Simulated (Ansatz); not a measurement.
GeSe in space group Pnma (No. 62; Ge on 4c, Se on 4c), LDA (plane waves, PAW; program Ansatz). The conduction-band minimum lies on the Γ–Z line, 20 % of the way from Γ, with 2 equivalent valleys. Second derivatives d²E/dk² of the lowest band at one valley (eV·Å²), along Cartesian directions:

```
direction  d²E/dk²
---------  -------
[100]        122.3
[010]        7.760
[001]        6.345
[110]        65.12
[101]        64.41
[011]        7.054
```

Q: Find the principal effective masses, the density-of-states mass and the conductivity mass.

A: Off-diagonal terms follow from H_xy = H[110] − (H_xx + H_yy)/2, and m*/mₑ = 7.620 eV·Å² over each eigenvalue: 0.062, 0.98, 1.2. One valley's DOS mass (m₁m₂m₃)^(1/3) = 0.42, conductivity mass 3/(Σ 1/mᵢ) = 0.17 mₑ.

Q: What effective density of states Nc follows at 300 K for parabolic valleys?

A: Nc = 2.509e19 × 2 × (0.42)^(3/2) ≈ 1.4e19 cm⁻³.

Symmetry was held in the LDA relaxation; of distortions, only those at the zone centre were tested. A crystal of weakly bound layers computed without a dispersion correction: the cell and the soft elastic constants depend strongly on that. Scalar-relativistic: spin–orbit coupling is off unless named, which matters more the heavier the elements.

Potentials: the earlier of the program's two PAW sets.

Edges and masses are those of Kohn–Sham bands, whose gap is no quasiparticle gap.
